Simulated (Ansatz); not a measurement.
NbAs:
```
NbAs
1.0
    3.18016     0.00000     0.00000
    0.00000     3.18016     0.00000
    0.00000     0.00000     3.18016
Nb As
1 1
Cartesian
  0.00000   0.00000   0.00000
  1.59008   1.59008   1.59008
```

This is the PBEsol-relaxed structure.

**Question.** All from the program Ansatz at the PBEsol level (PAW), unless another level is named. Estimate the highest zone-centre frequency.

**Answer.** 177 cm⁻¹.

**Question.** Give the Debye temperature from the elastic constants.

**Answer.** 481 K.

Space group Pm-3m (CsCl type). A made-up cell: these elements were put on the sites of a structure type; neither database checked (COD, Materials Project) lists it. COD files the formula under space group No. 109. Its standing as an ambient phase is unchecked. The PBEsol relaxation kept the symmetry of its start; whether a distortion lowers the energy is not shown. No spin polarisation was allowed. As this level gives no gap, shear constants depend on the k-mesh and smearing (Fermi–Dirac, 0.1 eV here). As this level gives no gap, phonon frequencies hold no LO–TO term and depend on the k-mesh and smearing (Fermi–Dirac, 0.1 eV here).

Potentials: the earlier of the program's two PAW sets. The files were generated under PBE; for other functionals the program regenerates the frozen cores, and for LDA and PBEsol the local potential too.
